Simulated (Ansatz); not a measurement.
# Structure search: one In4TeS candidate

Theory: Ansatz, DFT PBE, scalar-relativistic, plane waves, PAW. Cutoff 420 eV, Gaussian smearing, Γ-centred meshes. Cell and atoms relax first on a coarse mesh and then on a finer one. In between, the cell is made exact in the group found at 0.06 Å. In metals the finer mesh still leaves noise of several meV/atom or more. The steps can't lower the symmetry of their start. No spin polarisation.

The guess for In4TeS was made by a generator: random cell by space group and Wyckoff sites (P4/mmm, No. 123). Its size is a rough estimate.

```cif
data_structure
_symmetry_space_group_name_H-M 'P4/mmm'
_symmetry_Int_Tables_number 123
_cell_length_a 4.8617
_cell_length_b 4.8617
_cell_length_c 6.7738
_cell_angle_alpha 90.000
_cell_angle_beta 90.000
_cell_angle_gamma 90.000
_cell_volume 160.10
loop_
_atom_site_label
_atom_site_type_symbol
_atom_site_symmetry_multiplicity
_atom_site_Wyckoff_symbol
_atom_site_fract_x
_atom_site_fract_y
_atom_site_fract_z
_atom_site_occupancy
In1 In 4 i 0.00000 0.50000 0.18284 1
Te1 Te 1 a 0.00000 0.00000 0.00000 1
S1 S 1 b 0.00000 0.00000 0.50000 1
```

Formation energies are uncorrected and refer to the elements' standard structures at the same level.

Question: What does it relax into?

Answer: The symmetry stays P4/mmm (No. 123). The volume per atom grows by 16.0 %, from 26.7 to 30.9 Å³. The shortest distance goes from 2.48 Å (In–In) to 3.06 Å (In–S). The ratio c/a of the conventional cell changes by a factor of 1.37. The energy falls by about 1.1 eV/atom (the start's value is from the coarse mesh). Conventional cell: a = 4.601 Å, c = 8.770 Å. In has 2 S at 3.06 Å, 4 In at 3.25 Å and 2 Te at 3.31 Å; around Te lie 8 In at 3.31 Å; S is surrounded by 8 In at 3.06 Å.

```
CELL_PARAMETERS angstrom
4.60111 0.00000 0.00000
0.00000 4.60111 0.00000
0.00000 0.00000 8.76975
ATOMIC_POSITIONS crystal
In 0.00000 0.50000 0.27062
In 0.50000 0.00000 0.72938
In 0.00000 0.50000 0.72938
In 0.50000 0.00000 0.27062
Te 0.00000 0.00000 0.00000
S 0.00000 0.00000 0.50000
```

Question: How does it come out in energy, and is it a metal?

Answer: The formation energy is −0.09 eV/atom and the gap on the 8×8×6 mesh of the 6-atom cell is 0 eV (a metal).

The last run used Gaussian smearing of 0.10 eV. These runs have no spin–orbit coupling, which can matter for Te. The reference forms of S and Te are held partly by dispersion forces, which this level lacks. Symmetry constrained the relaxation, so the result can be a saddle point. In all, the 3 runs took 6 min on 1 thread of Arm Neoverse V2 (shared host). Another cell of In4TeS relaxed alike, in P4/mmm, lies 40 meV/atom lower, so this cell isn't the stable form at this level.
